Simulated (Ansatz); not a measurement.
This guess for NaCaMgC₆N₆ is about to be relaxed.

```
Na Ca Mg C N
1.0
     0.00000    5.36000    5.36000
     5.36000    0.00000    5.36000
     5.36000    5.36000    0.00000
Na Ca Mg C N
1 1 1 6 6
Cartesian
  8.0400 8.0400 8.0400
  5.3600 5.3600 5.3600
  0.0000 0.0000 0.0000
  1.9800 5.3600 5.3600
  5.3600 5.3600 1.9800
  5.3600 8.7400 5.3600
  8.7400 5.3600 5.3600
  5.3600 5.3600 8.7400
  5.3600 1.9800 5.3600
  3.1500 5.3600 5.3600
  5.3600 5.3600 3.1500
  5.3600 7.5700 5.3600
  7.5700 5.3600 5.3600
  5.3600 5.3600 7.5700
  5.3600 3.1500 5.3600
```

Computed with DFT PBE, scalar-relativistic, plane waves, PAW (Ansatz). Cutoff 420 eV, Gaussian smearing, Γ-centred meshes. Cell and atoms relax first on a coarse mesh and then on a finer one. In between, the cell is made exact in the group found at 0.06 Å. In metals the finer mesh still leaves noise of several meV/atom or more. The steps can't lower the symmetry of their start. No spin polarisation.

A guess keeps its type if space group and coordination stay and the shape of the cell changes little (axis ratios within about 15 %, angles within 6°); the volume may change.

Question: Does it keep its structure type, or change into something else?

Answer: It keeps its type. The symmetry stays F-43m (No. 216). The volume per atom grows by 31.1 %, from 20.5 to 26.9 Å³. The shortest distance stays 1.17 Å (C–N). Counting neighbours within 15 % of an atom's shortest distance, the start has C 1, Ca 6, Mg 6, N 1, Na 24 and the end C 1, Ca 6, Mg 6, N 1, Na 24.

The last run used a 6×6×6 mesh for its 15-atom cell and Gaussian smearing of 0.10 eV. An odd number of electrons in the primitive cell allows no gap without spin; a larger cell or a magnetic state could open one. The cell is a metal run without spin, though a test with spin on the coarse mesh kept 1.0 μB a cell, so a magnetic state probably lies lower. A structure relaxed within its symmetry needn't be a true minimum.
